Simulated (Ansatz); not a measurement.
# Stability checks on a candidate for EuAlIr

The structure comes from a generated guess, relaxed at this level; another structure or a mixture of phases may lie lower.

Computed with Ansatz 0.2.0, DFT PBE, scalar-relativistic, plane waves, PAW. The final run on the 3-atom cell used 420 eV, a Γ-centred 12×12×12 mesh, 0.10 eV smearing and collinear spin.

```cif
data_structure
_symmetry_space_group_name_H-M 'P-6m2'
_symmetry_Int_Tables_number 187
_cell_length_a 4.2539
_cell_length_b 4.2539
_cell_length_c 4.2807
_cell_angle_alpha 90.000
_cell_angle_beta 90.000
_cell_angle_gamma 120.000
_cell_volume 67.08
loop_
_atom_site_label
_atom_site_type_symbol
_atom_site_symmetry_multiplicity
_atom_site_Wyckoff_symbol
_atom_site_fract_x
_atom_site_fract_y
_atom_site_fract_z
_atom_site_occupancy
Eu1 Eu 1 f 0.66667 0.33333 0.50000 1
Al1 Al 1 c 0.33333 0.66667 0.00000 1
Ir1 Ir 1 a 0.00000 0.00000 0.00000 1
```

The zero of energy is the elements' standard structures at the same level; no fitted shifts are applied.

Question: These tests were run: energy against the elements; phonons at Γ. What do they show?

Answer:

```tsv
test	result
energy against the elements	−0.59 eV/atom
phonons at Γ	lowest optical mode 74 cm⁻¹
```

It fails none of these tests. Other phases of the system weren't compared here, so this isn't yet thermodynamic stability. Phonons away from Γ weren't computed.

Spin–orbit coupling, which can matter for Ir, is left out. The 4f shell of Eu is treated without a Hubbard U, which places its levels poorly. Another magnetic order may lie lower. The run for the phonons used a 12×12×12 k mesh and Gaussian smearing of 0.20 eV. The cell carries site moments Eu 6.7 μB.
